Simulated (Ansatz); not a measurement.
## Structures of Al$_{3}$Te$_{2}$: which is lowest?

Plane-wave DFT in Ansatz with scalar-relativistic PAW potentials, cutoff 420 eV, Γ-centred meshes chosen by cell and gap, Gaussian smearing with energies taken to zero width. Every cell was relaxed (cell and atoms) in a run of its own, within the symmetry of its start. Functional: PBE.

Relaxed structures (starts from databases or built by putting these elements on another compound's sites):
A. R-3m, 5 atoms in the computed cell, a = 4.058 Å, c = 25.788 Å; sites (symmetry × multiplicity) Al -3m × 3 + 3m × 6, Te 3m × 6; start: built
B. R-3c, 10 atoms in the computed cell, a = 6.834 Å, c = 21.906 Å; sites (symmetry × multiplicity) Al .2 × 18, Te 3. × 12; start: built
C. P-3m1, 5 atoms in the computed cell, a = 5.027 Å, c = 5.959 Å; sites (symmetry × multiplicity) Al -3m. × 1 + 3m. × 2, Te 3m. × 2; start: built

Q: Rank them by energy. Could pressure change the order?

A:
| structure | group | E − E(lowest) (meV/atom) | V (Å³/atom) | gap on mesh (eV) |
| --- | --- | --- | --- | --- |
| A | R-3m | 0.0 | 24.52 | 0.00 |
| B | R-3c | 187 | 29.54 | 0.00 |
| C | P-3m1 | 199 | 26.08 | 0.00 |

A is lowest, 187 meV/atom under B. The lowest is also the densest of these, so pressure wouldn't bring one of the others in at first order. Other structures may lie lower than all of these, and vibrations aren't counted.

Spin-orbit coupling is left out, which matters for the bands of heavy elements.